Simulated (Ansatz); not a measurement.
## Pb: a film clamped to a substrate

These are results of Ansatz, DFT PBEsol, scalar-relativistic, plane waves, PAW, not measurements. Settings: plane waves to 420 eV, k-mesh 16×16×16 (Γ-centred), Gaussian smearing 0.15 eV. Spin–orbit coupling is left out, which can shift energies with elements as heavy as these. No spin polarisation. Energies are free energies at this smearing, counted from the undisturbed cell; pressure is positive in compression.

Zero of the scan (as given, not relaxed at this level; it stands at -0.2 GPa):

```
Pb
1.0
     0.00000    2.46980    2.46980
     2.46980    0.00000    2.46980
     2.46980    2.46980    0.00000
Pb
1
Cartesian
  0.0000 0.0000 0.0000
```

The cell (1 atom, V0 = 30.13 Å³) is strained by p along both x and y and by q along z, fractional coordinates fixed. τp = (1/V0) ∂E/∂p = (σxx + σyy)(1 + p)(1 + q) and τq = (1/V0) ∂E/∂q = σzz(1 + p)², with tension positive.

| p | q | ΔE (meV/atom) | τp (GPa) | τq (GPa) |
| --- | --- | --- | --- | --- |
| 0.000 | 0.000 | 0.00 | 0.48 | 0.24 |
| -0.040 | 0.000 | 30.52 | -9.14 | -3.60 |
| 0.040 | 0.000 | 30.80 | 7.26 | 3.06 |
| 0.000 | -0.040 | 8.07 | -3.09 | -2.47 |
| 0.000 | 0.040 | 9.86 | 3.56 | 2.29 |

**Question.** Get the second derivatives of the energy density.

**Answer.** Central differences give A = ∂τp/∂p = 205 GPa (C11 + C22 + 2 C12), C = ∂τq/∂q = 59 GPa (C33) and the cross term B = ∂τq/∂p = 83 GPa (C13 + C23); ∂τp/∂q = 83 GPa must equal B, and any difference shows higher-order terms. Steps this large leave an error of some per cent of A or C in all of these, which can swamp a small B. The ions are clamped. In a cubic crystal C11 = C = 59, C12 = B/2 = 42 GPa and A should be 2(C11 + C12) = 202 GPa; the bulk modulus is (C11 + 2 C12)/3 = 48 GPa.

**Question.** A film of this crystal grows with z along the normal on a substrate that imposes p. How does its thickness respond, and what does the misfit cost?

**Answer.** Count p and q from the stress-free cell. A free surface needs τq = 0, so q = −(B/C) p = -1.40 p. The energy density left is (A − B²/C) p²/2 = M p², with the biaxial modulus M = 44 GPa; a misfit of 1 % costs 0.83 meV/atom, against 1.93 meV/atom if the thickness were held.

In a metal these slopes depend on the k mesh and the smearing.